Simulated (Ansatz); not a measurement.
**AlAg, first-principles data**

AlAg:
```xyz
4
Lattice="1.4096 -5.2280 0.0000 1.4096 5.2280 0.0000 0.0000 0.0000 4.4889" Properties=species:S:1:pos:R:3 pbc="T T T"
Ag     1.4096    -1.6997     1.1222
Al     1.4096    -4.4212     1.1222
Ag     1.4096     1.6997     3.3666
Al     1.4096     4.4212     3.3666
```

Space group Cmcm (No. 63); conventional cell a = 2.8191 Å, b = 10.4560 Å, c = 4.4889 Å, α = β = γ = 90.00°.

Method: the program Ansatz at the PBEsol level (PAW). The cell and atoms are relaxed at this level. Other levels are named where they apply.

### Cell and energy

Volume per atom: 16.54 Å³
Density: 6.77 g/cm³
Formation energy from the elements (no fitted shifts): 1.8 kJ/mol-atom

### Electronic structure

- Electronic character = metallic (no gap)
- Density of states at the Fermi level = 0.40 states/eV per atom (mean over ±0.08 eV)

The start of the workflow was typed in or built on a structure type; neither database checked (COD, Materials Project) lists it. Its standing as an ambient phase is unchecked. Symmetry was held in the PBEsol relaxation; whether a distortion lowers the energy is not shown. No spin polarisation was allowed. Axis ratios of metals converge slowly with the k-mesh, so a and c are less sure than the volume. The references are the lowest solids computed at this level, not always the standard phases. Scalar-relativistic: spin–orbit coupling is off unless named, which matters more the heavier the elements.

Potentials: the later of the program's two PAW sets.
